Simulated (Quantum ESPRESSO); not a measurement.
**Band energies of Mg₂Si**

```
Mg2Si
1.0
    0.00000     3.16205     3.16205
    3.16205     0.00000     3.16205
    3.16205     3.16205     0.00000
Mg Si
2 1
Cartesian
  1.58102   1.58102   1.58102
  4.74307   4.74307   4.74307
  0.00000   0.00000   0.00000
```

PBEsol (pw.x of Quantum ESPRESSO, ONCV potentials, without SOC); path ΓXWKΓLUWLK,UX; energies in eV from the valence-band maximum.

```csv
k (1/Å),point,band 8,band 9,band 10,band 11,band 12,band 13,band 14,band 15
0.00,Γ,-42.56,-9.18,0.00,0.00,0.00,1.87,2.56,2.56
0.44,,-42.56,-8.59,-2.12,-1.12,-1.12,1.40,2.07,4.46
0.99,X,-42.55,-7.15,-4.48,-1.97,-1.97,0.11,0.41,7.96
1.49,W,-42.55,-7.10,-3.64,-3.64,-2.72,2.62,3.59,3.59
1.61,,-42.55,-7.12,-3.87,-3.47,-2.50,2.03,3.12,4.34
1.84,K,-42.55,-7.17,-4.05,-3.49,-1.65,0.65,2.98,5.86
2.16,,-42.55,-7.75,-3.72,-2.98,-0.91,1.65,4.27,4.30
2.68,,-42.56,-9.04,-1.01,-0.45,-0.03,2.30,2.67,2.70
2.90,Γ,-42.56,-9.18,0.00,0.00,0.00,1.87,2.56,2.56
3.22,,-42.56,-8.86,-2.01,-0.30,-0.30,1.86,3.01,3.01
3.65,,-42.56,-7.82,-4.66,-0.69,-0.69,1.30,2.57,2.57
3.76,L,-42.56,-7.72,-4.83,-0.71,-0.71,1.28,2.53,2.53
4.16,,-42.56,-7.38,-4.31,-2.94,-1.34,1.09,3.95,4.29
4.36,U,-42.55,-7.17,-4.05,-3.49,-1.65,0.65,2.98,5.86
4.72,W,-42.55,-7.10,-3.64,-3.64,-2.72,2.62,3.59,3.59
5.15,,-42.56,-7.56,-4.60,-1.99,-1.17,2.15,2.15,3.69
5.42,L,-42.56,-7.72,-4.83,-0.71,-0.71,1.28,2.53,2.53
5.59,,-42.56,-7.65,-4.73,-1.44,-0.88,1.71,2.49,2.91
6.03,K,-42.55,-7.17,-4.05,-3.49,-1.65,0.65,2.98,5.86
6.03,U,-42.55,-7.17,-4.05,-3.49,-1.65,0.65,2.98,5.86
6.38,X,-42.55,-7.15,-4.48,-1.97,-1.97,0.11,0.41,7.96
```

The PBEsol gap is indirect, 0.11 eV, from Γ to X; the smallest direct gap is 1.87 eV.

Geometry relaxed with PBEsol.
